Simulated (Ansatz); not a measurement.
Checking a converged run of Ni

Ni is taken as an experimental structure (space group Fm-3m, primitive cell doubled), 2 atoms in the cell. Source: COD entry 9012966, which need not be the ambient phase.

Computed with Ansatz development build ahead of 0.2.0, DFT, r2SCAN, PAW, plane waves, scalar-relativistic.

```yaml
crystal:
  lattice:
    - [0.0, 3.517, 3.517]
    - [1.7585, 0.0, 1.7585]
    - [1.7585, 1.7585, 0.0]
  atoms:
    - { symbol: Ni, position: [0.0, 0.0, 0.0], spin: 0.8 }
    - { symbol: Ni, position: [0.5, 0.0, 0.0], spin: -0.8 }
magnetization:
  spin_polarized: true
hamiltonian:
  xc: r2scan
  pseudopotentials: { kind: paw }
basis:
  ecutwfc: 500
kpoints:
  mp_grid: { grid: [6, 12, 12] }
scf:
  occupations: { method: gaussian, width: 0.1 }
  lower_state_search: "off"
output:
  forces: true
  stress: true
```

Command:
```sh
ansatz run input.yaml --threads 2 --pin off --max-ram 5120MiB --backend cpu --events-out ev --progress --plain --runs-dir out
```

Wall time and machine: 8.4 s on 2 threads of Intel(R) Xeon(R) Platinum 8259CL CPU @ 2.50GHz (Skylake/Cascade Lake) (shared host), peak memory 0.5 GiB.

The end of the output:

```
SCF converged after 19 iterations
Magnetization: 0.0000 μB (18.0000 up, 18.0000 down)
Absolute magnetization: 1.0840 μB (∫|ρ↑−ρ↓|, with the PAW one-centre terms)
Spin contamination: 0.5086 ħ² per cell (⟨S²⟩ above its minimum at these occupations)
Per-site moments (μB) at R_I (Å): [(0.5172, 1.0258), (-0.5172, 1.0258)]
Free energy (F): -11690.389263 eV
Harris-Foulkes:  -11690.389263 eV  (|F-HF|=5.49e-9)
Internal energy: -11690.374088 eV  (E = F + TS)
E sigma→0 (E₀):  -11690.381676 eV
Entropy (-TS):   -0.015175 eV (-7.588 meV/atom)
Fermi energy:    17.876175 eV
--- Forces (eV/Å), atoms counted from 1 ---
  atom   1  Ni     0.00000000    -0.00000000     0.00000000
  atom   2  Ni    -0.00000000     0.00000000     0.00000000
--- Stress (GPa, compression-positive) ---
       -7.566158      -0.865626      -0.865626
       -0.865626      -7.566158       0.865626
       -0.865626       0.865626      -7.566158
  P = ⅓ Tr σ = -7.5662 GPa (-75.662 kbar)
```

r2SCAN tends to overstate moments and magnetic energies in itinerant metals.

Site moments are taken inside atomic spheres and don't add up to the total.

Problem. Has the SCF ended in the lowest solution? If not, by how much is it too high?

Solution. No. A state 95.5 meV/atom (0.191 eV per cell) lower exists in this cell: ferromagnetic, site moments Ni1 0.81, Ni2 0.81 μB, total 1.48 μB per cell, no gap on the k-mesh. It was reached from: parallel moments, default search for lower states [Ni1 2.00, Ni2 2.00 μB]; the moments in brackets, symmetry off, default search [Ni1 2.00, Ni2 -2.00 μB]. The wrong state matters: the pressure is -6.8 GPa there against -7.6 GPa here. This multiple of the primitive cell fits some opposed orders; other multiples fit others. Only collinear orders within this cell were tried; the true ground state may need a larger cell.
